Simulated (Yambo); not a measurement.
NH4Br (space group P-43m, No. 215), G0W0@LDA in Yambo; all else as in the reference (4×4×4 Γ-centred k mesh, 141 bands and a 10 Ry block in the screening, 141 bands in G with the Bruneval-Gonze terminator, plasmon pole fitted at 27.2 eV). One parameter is varied: the cutoff of the exchange sum, over 5, 10, 20, 40, 84 Ry.

Task: From which value on does the gap M → Γ stay within 0.05 eV of the largest setting?

Result: From 20 Ry on.
| cutoff of the exchange sum (Ry) | G0W0 gap (eV) | valence shift (eV) |
|---|---|---|
| 5 | 6.76 | -1.28 |
| 10 | 6.63 | -1.61 |
| 20 | 6.56 | -1.63 |
| 40 | 6.55 | -1.64 |
| 84 | 6.55 | -1.64 |
The last step of the sweep still moves the gap by 0 meV; the other settings are held fixed.

Spin-orbit coupling is not included.

Geometry of the Materials Project entry, not relaxed at this level; primitive cell a = 4.000 Å, b = 4.000 Å, c = 4.000 Å, α = 90.00°, β = 90.00°, γ = 90.00°.

A shift is the quasiparticle energy of the state minus its LDA energy.
